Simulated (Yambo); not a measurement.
A G0W0@PBEsol run in Yambo for LaCN₂Cl (space group P2_1/m, No. 11) (2×4×2 Γ-centred k mesh, 179 bands and a 6 Ry block in the screening, 179 bands in G with the Bruneval-Gonze terminator, plasmon pole fitted at 27.2 eV) gives these matrix elements, in eV, at the band edges ((-0.5, 0, 0) → Γ):

| state | E0 | <Vxc> | <Σx> | <Σc(E0)> | Z |
|---|---|---|---|---|---|
| valence edge | 0.000 | -16.189 | -19.274 | 2.585 | 0.797 |
| conduction edge | 3.214 | -13.116 | -4.994 | -5.504 | 0.802 |

**Question.** Solve the linearised quasiparticle equation for both states, give the gap, and say how exchange and correlation each act on it.

**Answer.** E = E0 + Z(Σx + Σc − Vxc). Valence: 0.000 + 0.797 × (-19.274 + (2.585) − (-16.189)) = -0.40 eV. Conduction: 3.214 + 0.802 × (-4.994 + (-5.504) − (-13.116)) = 5.31 eV. The gap is 5.71 eV, against 3.21 eV in PBEsol. Replacing Vxc by bare exchange alone would open it by 11.21 eV; correlation takes back 8.09 eV of that, and Z scales what is left. Convergence of the G0W0 settings was not tested. Among the k points computed, the smallest G0W0 gap is 5.66 eV, (-0.5, 0, -0.5) → Γ. The 4f states are in the valence at their DFT position.

Geometry of the Materials Project entry, not relaxed at this level; primitive cell a = 5.364 Å, b = 4.038 Å, c = 7.630 Å, α = γ = 90.00°, β = 100.34°.
